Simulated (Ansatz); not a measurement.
## Two-dimensional strain map in Pt

Level of theory: DFT r2SCAN, scalar-relativistic, plane waves, PAW in Ansatz 0.2.0. Cutoff 500 eV, Γ-centred 22×22×22 k-points, Gaussian smearing of 0.15 eV. Spin–orbit coupling is left out, which can shift energies with elements as heavy as these. No spin polarisation. Energies are free energies at this smearing, counted from the undisturbed cell; pressure is positive in compression.

The starting cell (as given, not relaxed at this level; it stands at -6.5 GPa; this bcc form isn't the usual structure):

```xyz
1
Lattice="-1.5842 1.5842 1.5842 1.5842 -1.5842 1.5842 1.5842 1.5842 -1.5842" Properties=species:S:1:pos:R:3 pbc="T T T"
Pt    0.0000    0.0000    0.0000
```

The cell is strained by p along both x and y and by q along z, fractional coordinates fixed. Points are written (p, q).

Energy above the undisturbed cell in meV/atom (a dash: not computed):

```csv
p \ q,-0.030,-0.015,0.000,0.015,0.030
-0.030,46.9,22.2,3.2,?,-18.6
-0.015,5.1,-4.5,-9.4,-9.7,-5.7
0.000,-11.7,?,0.0,?,26.4
0.015,-6.9,9.2,?,–,75.1
0.030,16.9,43.6,72.9,104.3,137.8
```

(1) Fill in the withheld energies.

## Answers

(1) (-0.030, 0.015): -10.3; (0.000, -0.015): -7.8; (0.000, 0.015): 11.5; (0.015, 0.000): 28.3.